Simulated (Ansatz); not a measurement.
All numbers below come from DFT PBE, scalar-relativistic, plane waves, PAW (Ansatz 0.2.0). All cells share a 420 eV cutoff and Γ-centred k meshes spaced at most about 0.3 Å⁻¹ (about 0.25 or finer for metals, 2π included). No spin polarisation in the final relaxations.

Temperature and zero-point effects are left out. All come from trial cells, and lower structures may exist.

**Question.** Which of these relaxed structures of Zr₂B is the lowest in energy?
1.

```
CELL_PARAMETERS angstrom
0.00000 2.96421 2.96421
2.96421 0.00000 2.96421
2.96421 2.96421 0.00000
ATOMIC_POSITIONS crystal
Zr 0.25000 0.25000 0.25000
Zr 0.75000 0.75000 0.75000
B 0.00000 0.00000 0.00000
```

2.

```
CELL_PARAMETERS angstrom
3.41468 0.00000 0.00000
0.00000 3.41468 0.00000
0.00000 0.00000 11.80497
ATOMIC_POSITIONS crystal
Zr 0.00000 0.50000 0.86548
Zr 0.50000 0.00000 0.36548
Zr 0.50000 0.00000 0.63452
Zr 0.00000 0.50000 0.13452
B 0.00000 0.00000 0.75000
B 0.00000 0.00000 0.25000
```

3.

```
CELL_PARAMETERS angstrom
3.77075 0.00000 0.00000
0.00000 3.77075 0.00000
0.00000 0.00000 7.05912
ATOMIC_POSITIONS crystal
Zr 0.50000 0.00000 0.36867
Zr 0.00000 0.50000 0.63133
Zr 0.50000 0.50000 0.00000
Zr 0.00000 0.00000 0.00000
B 0.00000 0.50000 0.27346
B 0.50000 0.00000 0.72654
```

**Answer.** 1. It has the anti-fluorite type, space group Fm-3m (No. 225); the next, 3, with space group P4/nmm (No. 129), lies 80 meV/atom higher. Counting B atoms around Zr (those within 1.25 times the shortest such distance or 1.15 times the sum of covalent radii; a slash parts the counts of unlike sites), the lowest has Zr 4 and the next has Zr 4/5.

Cells relaxed within their symmetry can be saddle points. Some candidate types were left out of the draw beforehand, so a known form may be missing.
